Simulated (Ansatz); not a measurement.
The relaxed structure here is a generated cell of Si: the first start was made by placing the elements on the sites of a structure type, and the end was not matched to a known phase here, so it may be hypothetical. Known forms of Si include space group No. 227.

A relaxed cell of Si (P6₃/mmc (No. 194)), relaxed on a k-mesh at least as fine as the one used below. All values below come from r2SCAN (plane waves to 500 eV, PAW, scalar-relativistic; Ansatz, a quantum-chemistry and plane-wave program). Γ-centred k-mesh 7×4×4 on the run's cell (coarser than for final values), Fermi–Dirac smearing 0.05 eV.

```
Si
1.0
    3.83200     0.00000     0.00000
   -3.83200     6.63722     0.00000
    0.00000     0.00000     6.34167
Si
8
Direct
  0.33333   0.33333   0.06308
  0.33333   0.83333   0.06308
  0.66667   0.16667   0.56308
  0.66667   0.66667   0.56308
  0.66667   0.16667   0.93692
  0.66667   0.66667   0.93692
  0.33333   0.33333   0.43692
  0.33333   0.83333   0.43692
```

The atoms are displaced by (Å):

```
atom      ux      uy      uz
----  ------  ------  ------
Si1   -0.147  -0.101   0.155
Si2   -0.018   0.002   0.029
Si3   -0.021   0.071  -0.046
Si4    0.051  -0.026   0.034
Si5    0.024   0.053   0.059
Si6    0.076   0.028  -0.029
Si7   -0.031  -0.010   0.049
Si8   -0.187   0.006   0.177
```

Task: What forces (eV/Å) and pressure result?

Result: 
```
atom     Fx     Fy     Fz
----  -----  -----  -----
Si1    2.57   1.87  -1.20
Si2    0.94   0.28   0.50
Si3   -0.28  -0.87   1.70
Si4   -3.31  -0.70   0.53
Si5   -2.43  -1.14  -0.82
Si6   -1.23  -0.99   1.29
Si7    0.24   0.53   0.11
Si8    3.50   1.03  -2.10
```

Pressure +1.9 GPa.

Task: Estimate the energy cost of the displacement in the harmonic approximation and compare with the calculation.

Result: For a harmonic well ΔE = −½ Σ F·u = 1.188 eV a cell, or 148 meV/atom. The calculated energy relative to the undisplaced cell is +0.15 eV/atom, so the harmonic estimate holds well.

No spin polarisation in the result.

The run that gave the undisplaced cell could not lose the symmetry of its start; a randomly shaken copy of 8 atoms returns to this structure.
